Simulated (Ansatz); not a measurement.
Polymorphs of CuI, each relaxed with plane-wave PAW LDA (Ansatz code):

A: wurtzite (P6_3mc)
a = b = 4.1309 Å, c = 6.8114 Å, α = β = 90.00°, γ = 120.00°

```json
[
 {"atom": "Cu", "site": "2b", "symmetry": "3m.", "x": "0.3333", "y": "0.6667", "z": "0.3736"},
 {"atom": "I", "site": "2b", "symmetry": "3m.", "x": "0.3333", "y": "0.6667", "z": "0.0014"}
]
```

B: P-3m1
a = 4.0073 Å, b = 4.0073 Å, c = 7.0143 Å, α = 90.00°, β = 90.00°, γ = 120.00°

| atom | site | symmetry | x | y | z |
|---|---|---|---|---|---|
| Cu | 2d | 3m. | 0.3333 | 0.6667 | 0.4058 |
| I | 2d | 3m. | 0.6667 | 0.3333 | 0.2326 |

C: P4/nmm
a = 3.958 Å, b = 3.958 Å, c = 6.180 Å, α = 90.00°, β = 90.00°, γ = 90.00°

| atom | site | symmetry | x | y | z |
|---|---|---|---|---|---|
| Cu | 2b | -4m2 | 0.5000 | 0.5000 | 0.5000 |
| I | 2c | 4mm | 0.5000 | 0.0000 | 0.2290 |

**Question.** Put the candidates in order of energy per atom at 0 K, lowest first, for LDA.

**Answer.** B (+0 meV/atom), A (+7 meV/atom), C (+15 meV/atom)

**Question.** Give each one's gap.

**Answer.** A 1.27 eV; B 1.56 eV; C 1.48 eV.

Not the usual ambient phase: A; B; C. Weakly bound layers, chains or molecules computed without a dispersion correction, so cells and soft constants are ill determined: B; C. All cells were relaxed under the symmetry of their starts (and spin orders); stability against distortions was not tested throughout. Rows with no word on spin ran without spin polarisation. Spin–orbit coupling is left out wherever it is not named.

Energies hold the estimated change up to a 700 eV cutoff; steps of a few meV lie near the error of the meshes.

Potentials: the later of the program's two PAW sets.
